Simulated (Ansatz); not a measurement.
LiNbO₃:
```cif
data_Li6Nb6O18
_chemical_formula_sum 'Li6 Nb6 O18'
_space_group_name_H-M_alt 'R-3c :H'
_space_group_IT_number 167
_space_group_name_Hall '-R 3 2"c'
_cell_length_a 5.18255
_cell_length_b 5.18255
_cell_length_c 13.64812
_cell_angle_alpha 90.000
_cell_angle_beta 90.000
_cell_angle_gamma 120.000
loop_
_atom_site_label
_atom_site_type_symbol
_atom_site_symmetry_multiplicity
_atom_site_Wyckoff_symbol
_atom_site_fract_x
_atom_site_fract_y
_atom_site_fract_z
_atom_site_occupancy
Li1 Li 6 a 0.00000 0.00000 0.25000 1
Nb1 Nb 6 b 0.00000 0.00000 0.00000 1
O1 O 18 e 0.37958 0.37958 0.25000 1
```
(The calculation used a cell of 10 atoms; values per cell refer to that cell.)

Relaxed with PBEsol. PBEsol (plane waves, PAW; program Ansatz) gives a gap of 2.55 eV.

**Question.** What gap does HSE06 give on the same cell (Ansatz, PAW)?

**Answer.** 3.96 eV, 1.41 eV more. The hybrid was solved on a coarser mesh and at special points; the gap given is the minimum over both.

```csv
k,v1 PBEsol,c1 PBEsol,v1 HSE06,c1 HSE06
Γ,-0.05,2.60,…,…
T,-0.32,4.23,…,…
L,-0.24,4.20,…,…
F,-0.29,2.55,-0.31,3.96
S0,-0.19,3.14,…,…
H0,-0.36,3.54,-0.39,4.98
```

**Question.** Top valence (v1) and lowest conduction level (c1) in eV from each method's valence maximum (which need not be a listed point): supply the withheld HSE06 values.

**Answer.** 
- T, v1 HSE06: -0.34
- T, c1 HSE06: 5.76
- Γ, v1 HSE06: -0.06
- Γ, c1 HSE06: 4.02
- S0, v1 HSE06: -0.21
- S0, c1 HSE06: 4.56
- L, v1 HSE06: -0.26
- L, c1 HSE06: 5.72

Cost on shared cores: the PBEsol run (SCF on a 7×7×7 mesh, then bands and DOS) very roughly 100 core-seconds, the HSE06 run (SCF on 4×4×4, then a few points) about 6 core-minutes (a rough figure); the tasks are unlike.

The workflow started from a Materials Project entry (that database holds measured and hypothetical structures alike); the Crystallography Open Database files this formula in space group No. 167, but the cells were not matched. It is not the phase usual at ambient conditions (space group No. 161). Symmetry was held in the PBEsol relaxation; whether a distortion lowers the energy is not shown. No spin polarisation was allowed. Spin–orbit coupling is left out wherever it is not named.

Potentials: the earlier of the program's two PAW sets. The files were generated under PBE; for other functionals the program regenerates the frozen cores, and for LDA and PBEsol the local potential too.
